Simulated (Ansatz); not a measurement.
BeGe₂O:
Space group R3m, hexagonal axes (No. 160); a = b = 3.6625 Å, c = 17.1713 Å, α = β = 90.00°, γ = 120.00°

```tsv
atom	site	symmetry	x	y	z
Be	3a	3m	0.0000	0.0000	0.9724
O	3a	3m	0.0000	0.0000	0.8806
Ge	3a	3m	0.0000	0.0000	0.5233
Ge	3a	3m	0.0000	0.0000	0.3736
```
(The calculation used a cell of 4 atoms; values per cell refer to that cell.)

Relaxed at zero pressure with PBE in the plane-wave PAW code Ansatz.

Problem. The volume is lowered by 6 % and shape and atoms relax at that volume. What pressure results, and how do the axes share the change?

Solution. 4.0 GPa; a -1.9 %, b -1.9 %, c -2.3 %; the energy rises by 12 meV/atom.

Problem. Give the new structure.

Solution. 
Space group R3m, hexagonal axes (No. 160); a = b = 3.5932 Å, c = 16.7695 Å, α = β = 90.00°, γ = 120.00°

| atom | site | symmetry | x | y | z |
|---|---|---|---|---|---|
| Be | 3a | 3m | 0.0000 | 0.0000 | 0.9737 |
| O | 3a | 3m | 0.0000 | 0.0000 | 0.8795 |
| Ge | 3a | 3m | 0.0000 | 0.0000 | 0.5233 |
| Ge | 3a | 3m | 0.0000 | 0.0000 | 0.3735 |

The phase is kept; no other phase was compared at this pressure.

The start of the workflow was typed in or built on a structure type; neither database checked (COD, Materials Project) lists it. Its standing as an ambient phase is unchecked. The cell was relaxed with PBE under the symmetry of its start; whether a distortion lowers the energy is not shown. The volume moved by 32 % from the start of the relaxation.

Potentials: the earlier of the program's two PAW sets.
